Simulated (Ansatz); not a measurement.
Space group Pm-3n (No. 223). a = 4.862 Å, b = 4.862 Å, c = 4.862 Å, α = 90.00°, β = 90.00°, γ = 90.00°
```csv
atom,site,symmetry,x,y,z
Si,2a,m-3.,0.0000,0.0000,0.0000
Mo,6c,-4m.2,0.2500,0.0000,0.5000
```

Equation of state of this SiMo₃ structure (not necessarily the ground state), with shape and atoms relaxed at each volume where symmetry leaves them free. It has no gap at any of these volumes. These are results of DFT PBEsol, scalar-relativistic, plane waves, PAW in Ansatz, not measurements.

Cutoff 420 eV; k points 8×8×8 on the computed 8-atom cell (Γ-centred); Gaussian smearing, width 0.10 eV; no spin polarisation.

```
V (Å³/atom) E − E(largest V) (meV/atom) P (GPa)
     12.639                       114.14    44.79
     13.070                        13.03    30.83
     13.501                       -53.42    18.91
     13.932                       -90.20     8.72
     14.363                      -101.57     0.00
     14.794                       -91.25    -7.43
     15.225                       -62.45   -13.76
     15.799                         0.00   -20.76
```

Problem. Fit a third-order Birch–Murnaghan equation to E(V).

Solution. V0 = 14.36 Å³/atom, B0 = 268 GPa, B0' = 4.2.

Cost: 8 runs of about 3.6 core-minutes in all, on Intel Xeon Platinum 8259CL (Skylake/Cascade Lake) (shared hosts).